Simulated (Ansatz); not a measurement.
A geometry of Zn away from equilibrium: step 4 of the relaxation of a relaxed Zn cell, doubled along one cell vector, shaken by Gaussian noise of σ = 0.08 Å a coordinate. Calculation: PBEsol (plane waves to 420 eV, PAW, scalar-relativistic; Ansatz, a quantum-chemistry and plane-wave program). Γ-centred k-mesh 4×8×11 on the run's cell (coarser than for final values), Fermi–Dirac smearing 0.05 eV.

```yaml
crystal:
  lattice:
    - [9.85682, -0.06843, 0.00102]
    - [-2.49384, 4.26162, 0.00105]
    - [0.00030, 0.00087, 2.85370]
  atoms:
    - { symbol: Zn, position: [0.99810, 0.00409, 0.50638] }
    - { symbol: Zn, position: [0.49523, 0.99225, 0.52224] }
    - { symbol: Zn, position: [0.24795, 0.00516, 0.82087] }
    - { symbol: Zn, position: [0.74823, 0.99741, 0.15583] }
    - { symbol: Zn, position: [0.99118, 0.49836, 0.88938] }
    - { symbol: Zn, position: [0.49344, 0.49205, 0.07655] }
    - { symbol: Zn, position: [0.24316, 0.49889, 0.97754] }
    - { symbol: Zn, position: [0.74917, 0.50116, 0.13764] }
```

Problem. What forces act on the atoms (eV/Å)?

Solution. 
```
atom     Fx     Fy     Fz
----  -----  -----  -----
Zn1   -0.01   0.01   0.01
Zn2    0.08   0.01  -0.01
Zn3    0.04  -0.01  -0.14
Zn4   -0.02   0.17   0.12
Zn5   -0.11  -0.08  -0.14
Zn6    0.00  -0.07   0.09
Zn7    0.02   0.06  -0.02
Zn8    0.00  -0.10   0.11
```

Problem. What is the pressure?

Solution. -0.3 GPa, compression positive.

Problem. How far above the relaxed end point is this geometry?

Solution. 0.08 eV/atom; the path ends in P-1 (No. 2) at a tolerance of 0.01 Å, C2/m (No. 12) at 0.1 Å.

No spin polarisation in the result.

The end of the path is a generated cell of Zn: the first start was made by a random draw of sites in a space group, and the end was not matched to a known phase here, so it may be hypothetical. Known forms of Zn include space group No. 194.
